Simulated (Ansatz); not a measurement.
input.yaml (Ansatz)

```yaml
crystal:
  lattice:
    - [1.7480508291, -5.4628840448, 0.0]
    - [1.7480508291, 5.4628840448, 0.0]
    - [0.0, 0.0, 4.5374937809]
  atoms:
    - { symbol: As, position: [0.1042544959, 0.8957455041, 0.9264712218] }
    - { symbol: As, position: [0.6042544959, 0.3957455041, 0.5735287782] }
    - { symbol: As, position: [0.8957455041, 0.1042544959, 0.0735287782] }
    - { symbol: As, position: [0.3957455041, 0.6042544959, 0.4264712218] }
hamiltonian:
  xc: r2scan
  pseudopotentials:
    kind: paw
    azcp:
      As: "pseudopotentials/As.paw.azcp"
basis:
  ecutwfc: 500
  fft_grid_basis: typed
kpoints:
  mp_grid: { grid: [10, 10, 8], shift: [0, 0, 0] }
magnetization:
  spin_polarized: false
scf:
  occupations: { method: fermi_dirac, width: 0.1 }
  lower_state_search: "off"
output:
  stress: true
```

Output

```
Engine: ansatz 0.2.0, x86_64-unknown-linux-gnu
Pseudopotentials: kind: paw
Pseudopotential: As, paw, valence charge 15, recommended cutoff 500 eV (meta_gga) 
Functional definition: r2SCAN
  parameter k0 = 0.174
  parameter k1 = 0.065
  parameter a1 = 4.9479
  exchange = r2scan_x(k0 = k0, k1 = k1, a1 = a1)
  correlation = r2scan_c
Crystal: 4 atoms, lattice volume = 86.661 Å³
Basis set: ecut = 500 eV, 2217 PW (Γ), exchange–correlation on 180×180×144 points (64 copies of the dense FFT grid, shifted against one another)
Bands: 35, of which v1, the nominal top of the filled ones, is band 30 counted from 1 (29 counted from 0)
Symmetry: 8 space group operations
Space group: Cmce (ITA 64), of the structure as read, at distance tolerance 4.4e-5 Å
k-points: 155 of 800
Non-local potential: As, projectors of the file, l = 0: 2, l = 1: 2, l = 2: 3, l = 3: 1
PAW form: soft (Blöchl's): semilocal exchange-correlation on the pseudo side does not see the compensation charge
PAW frozen core: As, regenerated for the run's functional (the file was generated under x = pbe(κ = 0.804, μ = 0.2195149727645171), c = pbe(β = 0.06672455060314922))
PAW one-centre angular grid: As, 590 points (default); XC on 160 Gauss nodes
Initial density: superposition of atomic densities (neutral atoms: chi_scale 0, normalization atom), corrected by the library's trained network
Initial wavefunctions: pseudopotential atomic-orbital guess
Functional: x = r2scan, c = r2scan; τ floored in thin density (d = 2e-4 eV/Å³)
SCF iter   1: F=-19457.957491 eV  HF=-19457.942451 eV  |F-HF|=1.50e-2  |Δ(HF+E_count)|=         —  Δρ=3.64e-3  dr2=9.46e-3  dr2_τ=1.16e-2  ethr=1.77e-3  ⟨swp⟩=5.8  Hψ=21193  notcnv=0
SCF iter   2: F=-19457.970179 eV  HF=-19457.969688 eV  |F-HF|=4.90e-4  |Δ(HF+E_count)|=   2.72e-2  Δρ=2.43e-3  dr2=4.36e-3  dr2_τ=5.04e-5  ethr=1.58e-5  ⟨swp⟩=2.0  Hψ=12706  notcnv=0  defer=4
SCF iter   3: F=-19457.970512 eV  HF=-19457.970404 eV  |F-HF|=1.08e-4  |Δ(HF+E_count)|=   7.16e-4  Δρ=1.53e-3  dr2=1.98e-3  dr2_τ=1.69e-5  ethr=7.27e-6  ⟨swp⟩=1.0  Hψ=6041  notcnv=0  defer=4
SCF iter   4: F=-19457.970791 eV  HF=-19457.970796 eV  |F-HF|=4.63e-6  |Δ(HF+E_count)|=   3.92e-4  Δρ=2.44e-4  dr2=6.47e-5  dr2_τ=6.18e-7  ethr=3.30e-6  ⟨swp⟩=2.0  Hψ=7482  notcnv=0  defer=4
SCF iter   5: F=-19457.970786 eV  HF=-19457.970787 eV  |F-HF|=1.45e-6  |Δ(HF+E_count)|=   8.59e-6  Δρ=5.29e-5  dr2=6.33e-6  dr2_τ=4.20e-8  ethr=1.08e-7  ⟨swp⟩=2.0  Hψ=6973  notcnv=0  defer=4
SCF iter   6: F=-19457.970787 eV  HF=-19457.970787 eV  |F-HF|=2.45e-7  |Δ(HF+E_count)|=   3.19e-7  Δρ=2.10e-5  dr2=8.55e-7  dr2_τ=6.39e-9  ethr=1.05e-8  ⟨swp⟩=2.0  Hψ=6760  notcnv=0  defer=4
SCF iter   7: F=-19457.970787 eV  HF=-19457.970787 eV  |F-HF|=4.92e-8  |Δ(HF+E_count)|=   7.22e-8  Δρ=6.62e-6  dr2=1.22e-7  dr2_τ=1.10e-9  ethr=1.42e-9  ⟨swp⟩=2.0  Hψ=6458  notcnv=0  defer=4
SCF iter   8: F=-19457.970787 eV  HF=-19457.970787 eV  |F-HF|=5.17e-9  |Δ(HF+E_count)|=   3.17e-9  Δρ=2.14e-6  dr2=1.05e-8  dr2_τ=3.61e-11  ethr=1.67e-10  ⟨swp⟩=4.0  Hψ=16439  notcnv=0
SCF 1 converged in 8 iterations: F = -19457.970787 eV  dr2 = 1.05e-8
SCF converged after 8 iterations
Free energy (F): -19457.970787 eV
Harris-Foulkes:  -19457.970787 eV  (|F-HF|=5.17e-9)
Internal energy: -19457.966895 eV  (E = F + TS)
E sigma→0 (E₀):  -19457.968841 eV
Entropy (-TS):   -0.003892 eV (-0.973 meV/atom)
Fermi energy:    10.568951 eV
--- Per-component energies (eV) ---
  E_band       = -992.211664
  E_kinetic    = 417.087892
  E_local      = -7210.358007  (includes V_loc(G=0)·N_el)
  E_nonlocal   = -2680.041398
  E_hartree    = 3960.713221
  E_xc         = -299.692082
  E_vxc        = -341.663493  (∫ρ·V_xc dr)
  E_paw        = -7389.059202  (= ΣΔE_a)
  E_vpaw       = 883.463557  (= ΣTr[D̂ρ^β])
  E_aug_tail   = -0.000022  (compensation charges beyond the density's cutoff)
  E_vtau       = 17.866665  (kinetic-family band-sum trace: ∫τ·v_τ [+ j·A + Jᵃ·Aᵃ] dr)
  E_ewald      = -6250.787666
  E_core_change = -5.829631  (= ΣΔE_core)
  E_smearing   = -0.003892  (= −TS)
  E_closure    = 0.000000  (closes the sum)
  Σ components = -19457.970787   (vs F -19457.970787, Δ=0.00e0)
--- Stress (GPa, compression-positive) ---
       11.914714       0.000000       0.000000
        0.000000       9.901940       0.000000
        0.000000       0.000000      10.184226
  P = ⅓ Tr σ = 10.6670 GPa (106.670 kbar)
```

Command:

```sh
ansatz run input.yaml --threads 1 --pin off --max-ram 3584MiB --backend cpu --events-out ev --progress --plain --runs-dir out
```

On 1 thread of Intel(R) Xeon(R) Platinum 8259CL CPU @ 2.50GHz (Skylake/Cascade Lake) (shared host) this took about 83 s of wall time and 81 s of CPU time.
